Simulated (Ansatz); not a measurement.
5 guesses for TiB2N3 and where they end

Method: DFT PBE, scalar-relativistic, plane waves, PAW in Ansatz. Settings: cutoff 420 eV, Γ-centred meshes spaced at most about 0.3 Å⁻¹, and about 0.25 Å⁻¹ or finer for metals (2π included), Gaussian smearing. Collinear spin in cells that started with moments and kept them past the coarse steps, no spin elsewhere.

Each guess was relaxed in cell and atoms at zero pressure, within the symmetry of its start. Temperature and zero-point effects are left out. Coordination counts B or N atoms around Ti (for each partner element, those within 1.25 times its shortest distance or 1.15 times the sum of covalent radii, where it is the nearest in units of that sum or under 1.3; a plus sign parts groups by distance over the sum of covalent radii).

```csv
guess,made from,start group,V start (Å³/atom),end group,V end (Å³/atom),coordination at the end,gap on mesh (eV),largest moment (μB),E over the lowest end (meV/atom)
1,random cell,P4/mmm,17.0,P4/mmm,11.7,Ti 4,0,0.6,564
2,Ce2AlFe3 type,R-3m,9.5,R-3m,11.5,Ti 2+6,0,-,0
3,MgSc3Ru2 type,P4/mmm,11.6,?,?,?,?,?,?
4,random cell,P4mm,10.0,P4mm,8.4,Ti 10,0,-,1377
5,CeGa3Pd2 type,P6/mmm,9.3,P6/mmm,7.4,Ti 18,0,-,1316
```

Guess 3 as it starts:

```
Ti B N
1.0
     2.75033    0.00000    0.00000
     0.00000    2.75033    0.00000
     0.00000    0.00000    9.19381
Ti B N
1 2 3
Cartesian
  1.3752 1.3752 4.5969
  1.3752 1.3752 7.7905
  1.3752 1.3752 1.4033
  0.0000 0.0000 0.0000
  0.0000 0.0000 6.5695
  0.0000 0.0000 2.6244
```

Question: Predict the end of this guess and its energy over the lowest end.

Answer: It ends in space group P4/mmm (No. 123), with a = 2.799 Å, c = 6.641 Å, 8.7 Å³/atom and no gap, without spin. It lies 1.31 eV/atom over the lowest end, above guess 1 and within the noise of guess 5. Counting B or N atoms around Ti, this end has Ti 10 and the lowest (guess 2) has Ti 2+6. This end holds B–B pairs (shortest 1.66 Å) and N–N pairs (shortest 1.42 Å); in the lowest (guess 2) the shortest B–B distance is 2.92 Å and the shortest N–N distance is 2.44 Å.

```
Ti B N
1.0
     2.79859    0.00000    0.00000
     0.00000    2.79859    0.00000
     0.00000    0.00000    6.64116
Ti B N
1 2 3
Direct
  0.50000 0.50000 0.50000
  0.50000 0.50000 0.87495
  0.50000 0.50000 0.12505
  0.00000 0.00000 0.00000
  0.00000 0.00000 0.60684
  0.00000 0.00000 0.39316
```

Formation energies are uncorrected and refer to the elements' standard structures at the same level (N₂ as a molecule).

Question: Is the lowest end bound against the elements?

Answer: Yes: its formation energy is −0.23 eV/atom. It lies below the elements, which doesn't yet make it stable against other compounds or structures.

For metals, differences of a few meV/atom aren't resolved. Weakly bound directions are ill-defined at this level, which has no dispersion term (P4/mmm at 11.7 Å³/atom), and this can change margins and order among such cells. Another magnetic order may lie lower. Cells relaxed within their symmetry can be saddle points. A lower structure may well exist outside this small set. Some structure types and database cells were kept out of the candidates from the start, so a known form may be missing.
